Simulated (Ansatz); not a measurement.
# Structures of BaW₃: which is lowest?

Plane-wave DFT in Ansatz with scalar-relativistic PAW potentials, cutoff 420 eV, Γ-centred meshes chosen by cell and gap, Gaussian smearing with energies taken to zero width. Every cell was relaxed (cell and atoms) in a run of its own, within the symmetry of its start. Functional: PBE.

Relaxed structures (starts from databases or built by putting these elements on another compound's sites):
A. Pm-3m, 4 atoms in the computed cell, a = 4.304 Å; sites (symmetry × multiplicity) Ba m-3m × 1, W 4/mm.m × 3; start: built
B. I4/mmm, 4 atoms in the computed cell, a = 4.009 Å, c = 9.688 Å; sites (symmetry × multiplicity) Ba 4/mmm × 2, W -4m2 × 4 + 4/mmm × 2; start: built

Problem. Rank them by energy. Could pressure change the order?

Solution.
| structure | group | E − E(lowest) (meV/atom) | V (Å³/atom) | gap on mesh (eV) |
| --- | --- | --- | --- | --- |
| B | I4/mmm | 0.0 | 19.47 | 0.00 |
| A | Pm-3m | 246 | 19.93 | 0.00 |

B is lowest, 246 meV/atom under A. The lowest is also the densest of these, so pressure wouldn't bring one of the others in at first order. Other structures may lie lower than all of these, and vibrations aren't counted.

Spin-orbit coupling is left out, which matters for the bands of heavy elements.